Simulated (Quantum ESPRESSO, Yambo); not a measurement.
For NaOH (space group P2_1/m, No. 11), Yambo gives the independent-particle static dielectric constant along x as 2.45 on PBEsol bands and 2.12 after a scissor of 2.83 eV widens every gap (8×8×4 mesh, 51 bands, 3 Ry local-field block, 0.2 eV broadening). Axes are Cartesian, with cell vectors (Å) (3.37, 0.00, 0.12), (0.00, 3.44, 0.00), (-1.36, 0.00, 5.12).

Q: A scissor keeps the position matrix elements. In a one-oscillator model, how does ε − 1 scale, and what mean transition energy do the two values imply?

A: Each transition adds |r|²/E to ε − 1, so ε − 1 ∝ 1/(E0 + Δ). Then (2.12 − 1)/(2.45 − 1) = E0/(E0 + Δ) = 0.772, and E0 = Δ(ε' − 1)/(ε − ε') = 9.6 eV. The computed Im ε, weighted by 1/E up to 20 eV, has its mean at 9.8 eV; the smallest direct PBEsol gap is 3.30 eV. The scissor comes from a G0W0 run whose convergence isn't established. Convergence of the RPA response with its 8×8×4 mesh was not tested.

Bands from Quantum ESPRESSO.

Geometry relaxed with PBE+D3(BJ); primitive cell a = 3.3674 Å, b = 3.4408 Å, c = 5.3010 Å, α = γ = 90.00°, β = 102.92°.
